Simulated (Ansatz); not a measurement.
A relaxed structure of SnS. Space group Pnma (No. 62), AFLOW prototype AB_oP8_62_c_c (B29, as in SnS). Computed with PBE (plane waves to 420 eV, PAW, scalar-relativistic; Ansatz, a quantum-chemistry and plane-wave program).

Space group Pnma (No. 62); a = 11.4486 Å, b = 4.0221 Å, c = 4.4586 Å, α = 90.00°, β = 90.00°, γ = 90.00°

```json
[
 {"atom": "Sn", "site": "4c", "symmetry": ".m.", "x": "0.1216", "y": "0.2500", "z": "0.1305"},
 {"atom": "S", "site": "4c", "symmetry": ".m.", "x": "0.3498", "y": "0.2500", "z": "0.0224"}
]
```

```yaml
volume_per_atom: 25.66 Å³
density: 4.88 g/cm³
band_gap: 0.98 eV, indirect (valence top at 83 % of the way from Γ to Z, conduction bottom at 33 % of the way from Y to Γ) (no spin-orbit coupling)
smallest_direct_gap: 1.11 eV at 33 % of the way from Y to Γ
shortest_distances: S–Sn 2.66 Å
k-mesh: 3×8×8
```

Band energies at high-symmetry points (eV from the VBM; labels of this space group; no spin-orbit coupling), from −5 eV up to 2.5 eV:

```json
[
 {"point": "Γ", "energies": "-4.55 -4.46 -3.31 -3.12 -3.05 -2.95 -2.79 -2.07 -1.88 -1.65 -1.00 -0.61 -0.35 1.21"},
 {"point": "X", "energies": "-4.64 -4.64 -3.99 -3.99 -2.98 -2.98 -2.74 -2.74 -1.93 -1.93 -1.83 -1.83 -0.44 -0.44"},
 {"point": "S", "energies": "-2.79 -2.79 -2.79 -2.79 -2.13 -2.13 -2.13 -2.13 -0.94 -0.94 -0.94 -0.94 1.74 1.74 1.74 1.74"},
 {"point": "Y", "energies": "-3.33 -3.33 -2.46 -2.46 -2.27 -2.27 -1.84 -1.84 -0.85 -0.85 -0.81 -0.81 1.49 1.49 1.64 1.64 2.44 2.44"},
 {"point": "Z", "energies": "-3.40 -3.40 -2.15 -2.15 -1.92 -1.92 -1.56 -1.56 -0.77 -0.77 -0.02 -0.02 1.66 1.66 2.08 2.08"},
 {"point": "U", "energies": "-2.69 -2.69 -2.47 -2.47 -2.14 -2.14 -1.93 -1.93 -0.59 -0.59 -0.01 -0.01 1.65 1.65 2.09 2.09"},
 {"point": "R", "energies": "-4.20 -4.20 -4.20 -4.20 -3.48 -3.48 -3.48 -3.48 -1.40 -1.40 -1.40 -1.40"},
 {"point": "T", "energies": "-4.57 -4.57 -4.01 -4.01 -3.44 -3.44 -3.03 -3.03 -2.07 -2.07 -1.17 -1.17"}
]
```

No spin polarisation in the result.

The run could not lose the symmetry of its start; a randomly shaken copy of 8 atoms returns to this structure.
